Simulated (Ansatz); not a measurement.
Zr₂Au (MoSi2 or CaC2 type, I4/mmm), PBE in the plane-wave PAW code Ansatz, all energies at zero smearing, with the estimated change up to a 700 eV cutoff added, with one set of potentials and settings (totals compare only within such a set). Cell of 3 atoms (2 Zr, 1 Au): -21518.296 eV.

```
element                reference phase  E (eV/atom)
-------  -----------------------------  -----------
Zr       P6_3/mmc, 2 atoms in the cell   -4183.8362
Au          Fm-3m, 1 atoms in the cell  -13149.3277
```

Formation energy per atom, worked out: (-21518.296 − 2×(-4183.8362) − 1×(-13149.3277))/3 = -0.432 eV/atom (-42 kJ per mol of atoms), at 0 K, without zero-point energy or fitted corrections.

The workflow started from an entry of the Crystallography Open Database (COD). Whether it is the stable phase at ambient conditions was not checked. The PBE relaxation kept the symmetry of its start; whether a distortion lowers the energy is not shown. The run is not spin-polarised. The references are the lowest solids computed at this level, not always the standard phases. Scalar-relativistic: spin–orbit coupling is off unless named, which matters more the heavier the elements.

Potentials: the later of the program's two PAW sets.
